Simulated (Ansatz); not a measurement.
The elements of this relaxed trial crystal are hidden behind letters.

```
lattice vectors (Å)
   7.4693   -1.5679    0.0000
   7.4693    1.5679    0.0000
  -0.2312    0.0000    4.8219
fractional positions
X 0.0000 0.0000 0.5000
Z 0.3445 0.3445 0.9751
Z 0.6555 0.6555 0.0249
Q 0.4411 0.4411 0.6743
Q 0.7740 0.7740 0.7851
Q 0.0927 0.0927 0.8062
Q 0.9073 0.9073 0.1938
Q 0.2260 0.2260 0.2149
Q 0.5589 0.5589 0.3257
```

These are results of DFT PBE, scalar-relativistic, plane waves, PAW in Ansatz 0.2.0, not measurements. Settings of the last relaxation (9-atom cell): 420 eV, 10×10×6 k points, Gaussian smearing of 0.02 eV, no spin polarisation.

```
Space group                                : C2/m (No. 12)
Conventional cell                          : a = 14.939 Å, b = 3.136 Å, c = 4.827 Å, β = 92.7°
Volume per atom                            : 12.55 Å³
Density                                    : 5.61 g/cm³
Energy over the elements                   : −2.016 eV/atom
Gap on the 10×10×6 mesh of the 9-atom cell : 1.89 eV
```

Energies are uncorrected and count from the elements' standard states at the same level.

Question: X is a d-block element of period 4, Z is a p-block element of period 5 and Q is a p-block element of period 2. Which elements are they?

Answer: X = Ti, Z = Sn, Q = O, so the formula is TiSn2O6. Density times volume gives a mean mass of 5.61 × 12.55/1.6605 = 42.4 u per atom, and this set has 42.4 u. Ti is surrounded by 6 O at 1.98–2.00 Å; around Sn lie 6 O at 2.08–2.16 Å; O on its first site has 2 Ti at 2.00 Å and 1 Sn at 2.10 Å; 2 more sites not described. Other sets within the hints have nearly the same mass, so mass alone doesn't settle it; this one was computed.

Kohn–Sham gaps at this level usually fall short of measured ones. A structure relaxed within its symmetry needn't be a true minimum.
